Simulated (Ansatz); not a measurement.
## Bi2Se3 and a variant

Base: a structure deposited in the COD, ions relaxed with PBE at fixed cell.

```yaml
crystal:
  lattice:
    - [1.96496, 1.13447, 9.14266]
    - [-1.96496, 1.13447, 9.14266]
    - [0.00000, -2.26894, 9.14266]
  atoms:
    - { symbol: Bi, position: [0.59732, 0.59732, 0.59732] }
    - { symbol: Bi, position: [0.40268, 0.40268, 0.40268] }
    - { symbol: Se, position: [0.79544, 0.79544, 0.79544] }
    - { symbol: Se, position: [0.20456, 0.20456, 0.20456] }
    - { symbol: Se, position: [0.00000, 0.00000, 0.00000] }
```

Atom numbers follow the list; atoms alike are taken as one site, whose name carries the number of the first.

Method: Kohn–Sham DFT in Ansatz, PBE, plane waves and PAW, scalar-relativistic, 420 eV cutoff, Γ-centred 14×14×14 k-points, Fermi–Dirac smearing 0.05 eV.

Gradients in 10²¹ V/m²:

```tsv
site	atoms	V_zz base	η base	V_zz variant	η variant
Bi	1, 2	2.53	0.00	2.85	0.00
Se3	3, 4	4.21	0.00	4.81	0.00
Se5	5	9.43	0.00	10.87	0.00
```

**Question.** Which change was made?
A. volume scaled by 0.98, ions relaxed
B. z compressed by 1 %, ions relaxed
C. volume scaled by 1.06, ions relaxed
D. z stretched by 3 %, ions relaxed

**Answer.** D. The largest change of V_zz is on Se5, from 9.43 to 10.87. In per cent, |V_zz| changes by +12 on Bi, +14 to +15 on Se (all sites that start above 2).

With no gap above 0.1 eV, as in a metal, the gradients converge slowly in k; expect changes of a tenth or more on a denser mesh. Spin–orbit coupling is left out, which shifts gradients on Bi by a few per cent in wide-gap crystals, and can shift them far more where the calculated gap is small or absent, as here. Semilocal functionals make gaps too small and can close them, so the real compound need not be a metal.
For the base: At this cell the PBE pressure is 12 GPa, so with PBE the cell would grow if it were relaxed. The entry's cell may itself be off.
For the variant: At this changed cell the PBE pressure is 10 GPa.
